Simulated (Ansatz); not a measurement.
Ge3Pt2 in space group Pnma (No. 62; Pearson symbol oP20), plane-wave PAW PBE (Ansatz code), all energies at zero smearing, with the estimated change up to a 700 eV cutoff added, with one set of potentials and settings (totals compare only within such a set). Cell of 20 atoms (12 Ge, 8 Pt): -151732.198 eV.

```tsv
element	reference phase	E (eV/atom)
Ge	Fd-3m, 2 atoms in the cell	-4294.9847
Pt	Fm-3m, 1 atoms in the cell	-12523.0127
```

Formation energy per atom, worked out: (-151732.198 − 12×(-4294.9847) − 8×(-12523.0127))/20 = -0.414 eV/atom (-40 kJ per mol of atoms), at 0 K, without zero-point energy or fitted corrections.

The workflow started from a Materials Project entry (that database holds measured and hypothetical structures alike); the Crystallography Open Database copy checked does not list it. Its standing as an ambient phase is unchecked. The cell was relaxed with PBE under the symmetry of its start; its stability against distortions is not shown here. The run is not spin-polarised. The references are the lowest solids computed at this level, not always the standard phases. Spin–orbit coupling is left out wherever it is not named.

Potentials: the later of the program's two PAW sets.
